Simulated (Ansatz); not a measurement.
Sn₂Ir: frozen-core PAW against all-electron methods

```
Sn Ir
1.0
     0.00000    3.16900    3.16900
     3.16900    0.00000    3.16900
     3.16900    3.16900    0.00000
Sn Ir
2 1
Direct
  0.25000 0.25000 0.25000
  0.75000 0.75000 0.75000
  0.00000 0.00000 0.00000
```

Atom numbers follow the list: Sn1, Sn2, Ir3.

The cell is COD entry 9009019, as deposited and not checked against the literature; nothing was relaxed.

Spin polarisation is left out, and whether a magnetic state lies lower isn't shown here.

No spin–orbit coupling, which matters for the heavy atoms here.

Methods: DFT, LDA, PAW with Ansatz's default frozen-core files, scalar-relativistic (Ansatz 0.2.0); DFT, LDA, all-electron PAW with datasets made for the crystal, scalar-relativistic (Ansatz 0.2.0); DFT, LDA, all-electron LAPW, scalar-relativistic (Ansatz 0.2.0).

For PAW: a Γ-centred 10×10×10 k mesh, Fermi–Dirac smearing of 0.03 eV, cutoff 420 eV, no spin polarisation; the PAW files were made with PBE, and the program remakes their frozen cores for this functional. The crystal-made all-electron datasets (AE datasets) take a cutoff of 260 eV at this cell. LAPW targets a basis error of 1 meV/atom. The Ansatz runs share mesh, smearing and spin set-up. Plane-wave (PAW) pressures include the program's estimate of the Pulay term.

Stress and pressure are positive in compression.

Levels count from the Fermi level.

| quantity | PAW | AE datasets | LAPW |
| --- | --- | --- | --- |
| pressure (GPa) | -2.13 | -2.14 | -2.14 |
| highest filled level at L (eV) | -0.036 | -0.035 | -0.035 |
| lowest empty level at L (eV) | 1.240 | 1.240 | 1.240 |
| highest filled level at X (eV) | -1.954 | -1.956 | -1.956 |
| lowest empty level at X (eV) | 1.253 | 1.253 | 1.253 |
| highest filled level at U (eV) | -1.164 | -1.166 | -1.165 |
| lowest empty level at U (eV) | 1.848 | 1.848 | 1.848 |
